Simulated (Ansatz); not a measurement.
A geometry of Ni away from equilibrium: step 7 of the relaxation of a generated cell, Ni built in the AFLOW prototype A_hR12_166_2h (as in B). Calculation: PBEsol (plane waves to 420 eV, PAW, scalar-relativistic; Ansatz, a program for electronic structure). Γ-centred k-mesh 6×6×6 on the run's cell (coarser than for final values), Fermi–Dirac smearing 0.05 eV.

```
CELL_PARAMETERS angstrom
      3.00984     1.73773     5.42012
     -3.00984     1.73773     5.42012
      0.00000    -3.47547     5.42012
ATOMIC_POSITIONS crystal
  Ni 0.02324 0.63792 0.02324
  Ni 0.02324 0.02324 0.63792
  Ni 0.63792 0.02324 0.02324
  Ni 0.97676 0.36208 0.97676
  Ni 0.97676 0.97676 0.36208
  Ni 0.36208 0.97676 0.97676
  Ni 0.23544 0.60876 0.23544
  Ni 0.23544 0.23544 0.60876
  Ni 0.60876 0.23544 0.23544
  Ni 0.76456 0.39124 0.76456
  Ni 0.76456 0.76456 0.39124
  Ni 0.39124 0.76456 0.76456
```
Spin-polarised start, with parallel moments on Ni.

Task: Which atoms carry the largest force, and which way does it point?

Result: 0.02 eV/Å, on Ni7, Ni8, Ni9, Ni10, Ni11, Ni12 (atoms numbered as listed); on Ni9 its components are (0.01, 0.01, -0.01).

Task: What is the pressure?

Result: +3.1 GPa, compression positive.

Spin state reached: ferromagnetic (net 0.69 μB/atom), from parallel starting moments; other spin orders were not run from this start.

The run could not lose the symmetry of its start: the end is stationary, and may be a saddle point rather than a minimum.

The end of the path is a generated cell of Ni: the first start was made by placing the elements on the sites of a structure type, and the end was not matched to a known phase here, so it may be hypothetical. Known forms of Ni include space group No. 225.
